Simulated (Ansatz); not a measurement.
The cell is COD entry 9009019, as deposited and not checked against the literature; nothing was relaxed. The listed cell was then made from it by scaling, straining or moving an atom.

Sn2Ir: DFT, LDA, all-electron LAPW, scalar-relativistic (Ansatz 0.2.0). What sets it apart from a plain run of this crystal: equal xy, yz and zx engineering shear strains of -2 %.

Command: `ansatz run input.yaml --threads 1 --pin off --max-ram 4096MiB --backend cpu --events-out ev --progress --plain --runs-dir out` The run took 110 s on 1 thread of Arm Neoverse V1, with other jobs on the host, peak memory 0.94 GiB.

```yaml
crystal:
  lattice:
    - [-0.06338, 3.13731, 3.13731]
    - [3.13731, -0.06338, 3.13731]
    - [3.13731, 3.13731, -0.06338]
  atoms:
    - { symbol: Sn, position: [0.25, 0.25, 0.25] }
    - { symbol: Sn, position: [0.75, 0.75, 0.75] }
    - { symbol: Ir, position: [0.0, 0.0, 0.0] }
kpoints:
  mp_grid: { grid: [10, 10, 10] }
  band_path:
    path:
      - [0.0, 0.0, 0.0]
      - [0.5, 0.5, 0.5]
      - [0.2551801333, 0.5, 0.7448198667]
      - [-0.2551801333, 0.2551801333, 0.5]
      - [0.0, 0.0, 0.5]
      - [0.0, 0.0, 0.0]
      - [-0.3775900666, 0.0, 0.3775900666]
      - [0.0, 0.3775900666, 0.6224099334]
      - [0.0, 0.5, 0.5]
    npoints: 5
scf:
  occupations: { method: fermi_dirac, width: 0.03 }
hamiltonian:
  xc: lda
  pseudopotentials: { kind: all_electron, lapw: { basis_error: 0.001 } }
output:
  forces: true
  stress: true
  eigenvalues: true
```

Output (standing set-up lines are left out):

```
LAPW: plane waves up to 8.672 Å⁻¹, error target 1.0e-3 eV per atom; small_component_spin mean_spin; Sn in spheres of 1.339 Å, 22 of its electrons in bands, Dirac shells []; Ir in spheres of 1.350 Å, 41 of its electrons in bands, Dirac shells []
Crystal: 3 atoms, lattice volume = 63.631 Å³
Basis set: ecut = 286.50242412683184 eV, 699 PW (Γ), exchange–correlation at level 2
Symmetry: 12 space group operations
Space group: R-3m (ITA 166), of the structure as read, at distance tolerance 4.0e-5 Å
k-points: 116 of 1000
iter 1 solved again at ethr=3.84e-3 eV; its pass at ethr=1.00e-1 eV (dr2=3.26e0 eV) is discarded
SCF iter   1: F=—  HF=-820646.067707 eV  |F-HF|=—  |Δ(HF+E_count)|=         —  Δρ=4.51e-2  dr2=3.26e0  ethr=3.84e-3  ⟨swp⟩=2.0  Hψ=36850  notcnv=0
preconditioner: auto → LDOS  [metal: Δε(μ)=0.009 eV  Ē_g=19.002 eV  σ=0.030 eV  W_gap=0.08  n_scr=26 (ndim 8)  ℏωp=28.3 eV  f_vac=0.065  D(μ)=1.63/eV (n_scr^D=14)  β→1.0]
iter 2 solved again at ethr=1.78e-4 eV; its pass at ethr=3.84e-3 eV (dr2=1.51e-1 eV) is discarded
SCF iter   2: F=—  HF=-820645.135151 eV  |F-HF|=—  |Δ(HF+E_count)|=   9.33e-1  Δρ=1.26e-2  dr2=1.52e-1  ethr=1.78e-4  ⟨swp⟩=2.0  Hψ=30795  notcnv=0
SCF iter   3: F=—  HF=-820644.983277 eV  |F-HF|=—  |Δ(HF+E_count)|=   1.52e-1  Δρ=3.78e-3  dr2=1.80e-2  ethr=1.78e-4  ⟨swp⟩=2.1  Hψ=17871  notcnv=0
SCF iter   4: F=—  HF=-820644.965824 eV  |F-HF|=—  |Δ(HF+E_count)|=         —  Δρ=7.44e-4  dr2=2.92e-4  ethr=2.11e-5  ⟨swp⟩=2.0  Hψ=17189  notcnv=0
the basis was enlarged: its passes take 254.9 KiB over the memory plan, 1 of 1 planned eigensolver slots
SCF iter   5: F=—  HF=-820644.964826 eV  |F-HF|=—  |Δ(HF+E_count)|=   9.98e-4  Δρ=3.36e-4  dr2=3.04e-5  ethr=3.44e-7  ⟨swp⟩=2.0  Hψ=16892  notcnv=0
SCF iter   6: F=—  HF=-820644.964805 eV  |F-HF|=—  |Δ(HF+E_count)|=   2.14e-5  Δρ=1.34e-4  dr2=6.19e-6  ethr=3.58e-8  ⟨swp⟩=2.0  Hψ=16890  notcnv=0
SCF iter   7: F=—  HF=-820644.964801 eV  |F-HF|=—  |Δ(HF+E_count)|=   3.73e-6  Δρ=3.81e-5  dr2=6.20e-7  ethr=7.28e-9  ⟨swp⟩=2.0  Hψ=16890  notcnv=0
SCF iter   8: F=-820644.964801 eV  HF=-820644.964801 eV  |F-HF|=2.79e-9  |Δ(HF+E_count)|=   2.34e-7  Δρ=4.82e-6  dr2=7.88e-9  ethr=7.30e-10  ⟨swp⟩=2.0  Hψ=16890  notcnv=0
SCF 1 converged in 8 iterations: F = -820644.964801 eV  dr2 = 7.88e-9
NSCF: frozen V_eff on 41 k-points
SCF converged after 8 iterations
Free energy (F): -820644.964801 eV
Harris-Foulkes:  -820644.964801 eV  (|F-HF|=2.79e-9)
Internal energy: -820644.960838 eV  (E = F + TS)
E sigma→0 (E₀):  -820644.962820 eV
Entropy (-TS):   -0.003963 eV (-1.321 meV/atom)
Fermi energy:    18.360368 eV
--- Per-component energies (eV) ---
  E_band       = -4559.406283
  E_kinetic    = 901535.057243
  E_xc         = -17907.387275
  E_electrostatic = -1704272.630807  (all electrons and nuclei)
  E_smearing   = -0.003963  (= −TS)
  E_closure    = 0.000000  (closes the sum)
  E_atoms      = -820624.422434  (free atoms, spherical and without spin; not in F)
  Σ components = -820644.964801   (vs F -820644.964801, Δ=0.00e0)
  Basis errors (estimates in eV, not in F): energy 3.7e-4 per atom: plane waves 3.2e-4 (1.8e-4 summed), levels above the bands 5.0e-127, relativity 9.6e-9, radial functions 4.4e-5, core shells 4.8e-7; eigenvalues (radial functions only) 1.2e-6; not estimated: angular momenta, meshes, grids; target (lapw.basis_error) 1.0e-3; muffin-tin radii Sn 1.339 Å, Ir 1.350 Å
--- Forces (eV/Å), atoms counted from 1 ---
  atom   1  Sn     0.14875141     0.14875141     0.14875141
  atom   2  Sn    -0.14875141    -0.14875141    -0.14875141
  atom   3  Ir    -0.00000000     0.00000000     0.00000000
  max |Σ_I F_I| component: 2.78e-17 eV/Å
--- Stress (GPa, compression-positive) ---
       -1.963804       1.283037       1.283037
        1.283037      -1.963804       1.283037
        1.283037       1.283037      -1.963804
  P = ⅓ Tr σ = -1.9638 GPa (-19.638 kbar)
--- Band table (eV; the first three rows and the last of 116) ---
  k-point 0: bands = ["-265.4974", "-265.4894", "-265.4894", "-265.4474", "-265.4474", "-110.4538", "-110.4533", "-73.2299", "-66.3821", "-66.3821", "-66.3783", "-66.3783", "-66.3754", "-66.3718", "-37.6555", "-37.6220", "-37.6220", "-37.6212", "-37.5994", "-37.5930", "-37.5930", "-30.1043", "-30.0838", "-30.0838", "-3.0588", "-3.0588", "-2.9386", "-2.9386", "-2.9363", "-2.7844", "-2.7729", "-2.7729", "-2.6405", "-2.6405", "6.7616", "13.9414", "13.9414", "14.0027", "15.9698", "16.2468", "16.2468", "21.9554", "21.9680", "21.9680", "22.2090", "22.2090", "22.3921", "22.8886", "22.8886", "23.2317", "24.1502"]
  k-point 1: bands = ["-265.4974", "-265.4894", "-265.4894", "-265.4474", "-265.4474", "-110.4538", "-110.4533", "-73.2299", "-66.3820", "-66.3820", "-66.3784", "-66.3784", "-66.3753", "-66.3719", "-37.6555", "-37.6220", "-37.6220", "-37.6212", "-37.5994", "-37.5930", "-37.5930", "-30.1044", "-30.0839", "-30.0838", "-3.0488", "-3.0486", "-2.9373", "-2.9345", "-2.9326", "-2.7878", "-2.7768", "-2.7754", "-2.6512", "-2.6510", "6.8836", "13.4358", "14.0041", "14.0575", "16.1980", "16.2008", "16.5446", "20.2396", "21.2250", "21.3466", "22.2750", "22.4895", "22.4947", "23.3589", "23.4044", "23.7531", "25.3260"]
  k-point 2: bands = ["-265.4974", "-265.4894", "-265.4894", "-265.4474", "-265.4474", "-110.4538", "-110.4533", "-73.2300", "-66.3818", "-66.3818", "-66.3786", "-66.3786", "-66.3751", "-66.3722", "-37.6555", "-37.6220", "-37.6220", "-37.6212", "-37.5994", "-37.5930", "-37.5930", "-30.1045", "-30.0842", "-30.0838", "-3.0198", "-3.0193", "-2.9320", "-2.9225", "-2.9216", "-2.7978", "-2.7881", "-2.7845", "-2.6821", "-2.6815", "7.2437", "12.5383", "14.1703", "14.2203", "16.1096", "16.1124", "17.3902", "18.6340", "20.2930", "20.4237", "21.7476", "22.5345", "22.5551", "23.7554", "24.3017", "24.7599", "27.6155"]
  k-point 115: bands = ["-265.4974", "-265.4894", "-265.4894", "-265.4474", "-265.4474", "-110.4536", "-110.4536", "-73.2300", "-66.3802", "-66.3802", "-66.3802", "-66.3802", "-66.3737", "-66.3736", "-37.6555", "-37.6220", "-37.6220", "-37.6212", "-37.5994", "-37.5930", "-37.5930", "-30.1059", "-30.0839", "-30.0839", "-2.8853", "-2.8603", "-2.8603", "-2.8579", "-2.8579", "-2.8537", "-2.8523", "-2.8523", "-2.8405", "-2.8405", "9.2454", "10.2048", "14.5969", "14.5969", "15.2898", "16.3122", "16.3122", "18.1790", "18.1790", "19.4253", "20.8059", "22.3911", "22.3911", "27.3349", "27.3694", "27.3694", "27.6704"]
```

Spin polarisation is left out, and whether a magnetic state lies lower isn't shown here.
